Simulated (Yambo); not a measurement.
Yambo run on LiC (space group Immm, No. 71). The wavefunctions are norm-conserving PBEsol (Quantum ESPRESSO, 82 Ry, without SOC) ones on a 6×6×6 mesh (7 occupied bands); a = 4.000 Å, b = 4.000 Å, c = 4.000 Å, α = 126.93°, β = 106.14°, γ = 96.95°.

Yambo input:

```
rim_cut
HF_and_locXC
RandQpts= 1000000
RandGvec= 1 Ry
EXXRLvcs= 82 Ry
VXCRLvcs= 328 Ry
% QPkrange
 1 | 1 | 7 | 8 |
 4 | 4 | 7 | 8 |
 17 | 17 | 7 | 8 |
 20 | 20 | 7 | 8 |
 22 | 22 | 7 | 8 |
 46 | 46 | 7 | 8 |
%
```

k points by index: 1 = Γ, 4 = (0, 0, -0.5), 17 = (0, -0.5, 0), 20 = (0, -0.5, -0.5), 22 = (0.167, 0.167, 0.333), 46 = (-0.5, -0.5, -0.5).

Table of the .hf output:

```
#    K-point    Band    Eo [eV]    Ehf [eV]    Vxc [eV]    Vnlxc [eV]
#
    1    7    -0.235555    -3.223595    -13.97644    -16.96448
    1    8    3.186627    7.509957    -10.73691    -6.413579
    4    7    -0.186848    -4.335553    -13.66773    -17.81643
    4    8    3.396532    7.226737    -10.17457    -6.344367
    17    7    -0.800581    -5.541681    -13.68705    -18.42815
    17    8    3.389587    7.778202    -10.56310    -6.174489
    20    7    -0.463021    -4.889586    -13.79692    -18.22349
    20    8    5.508107    10.67719    -12.41002    -7.240943
    22    7    0.000000    -4.316546    -14.18502    -18.50157
    22    8    3.890326    8.174045    -10.80794    -6.524217
    46    7    -0.857451    -5.380191    -12.95251    -17.47525
    46    8    7.171696    11.58232    -8.757182    -4.346562
```
Exchange alone, without screening.

Geometry relaxed with PBEsol.
